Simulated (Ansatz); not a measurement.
This Cd3Se2S structure is the end of a relaxation. The cell was found from a structure generator's guess, not taken from experiment.

Computed with DFT PBE, scalar-relativistic, plane waves, PAW (Ansatz). Cutoff 420 eV, Γ-centred mesh, Gaussian smearing, no spin polarisation.

```
CELL_PARAMETERS angstrom
-2.15942 2.15942 9.14979
2.15942 -2.15942 9.14979
2.15942 2.15942 -9.14979
ATOMIC_POSITIONS crystal
Cd 0.82784 0.82784 0.00000
Cd 0.50000 0.50000 0.00000
Cd 0.17216 0.17216 0.00000
Se 0.41386 0.91386 0.50000
Se 0.08614 0.58614 0.50000
S 0.75000 0.25000 0.50000
```

Energies over the elements count from the elements' standard structures at the same level, with no fitted energy shifts.

(1) What space group does it have?

(2) How far does it lie from the elements in energy?

(3) Is it a metal?

Answers

(1) I-4m2 (No. 119), with Se and S ordered on zinc blende sites. Conventional cell: a = 4.319 Å, c = 18.300 Å. Around Cd on a site of symmetry 2mm lie 2 S at 2.59 Å and 2 Se at 2.67 Å; Cd on a site of symmetry -4m2 is surrounded by 4 Se at 2.67 Å; Se is surrounded by 4 Cd at 2.67 Å; S is surrounded by 4 Cd at 2.59 Å.

(2) −0.636 eV/atom. It lies below the elements, which doesn't yet make it stable against other compounds or structures.

(3) No, the gap on the 10×10×10 mesh is 0.63 eV.

The last run used a 10×10×10 mesh for its 6-atom cell and Gaussian smearing of 0.02 eV. Kohn–Sham gaps at this level usually fall short of measured ones. The reference forms of S and Se are held partly by dispersion forces, which this level lacks. A structure relaxed within its symmetry needn't be a true minimum.
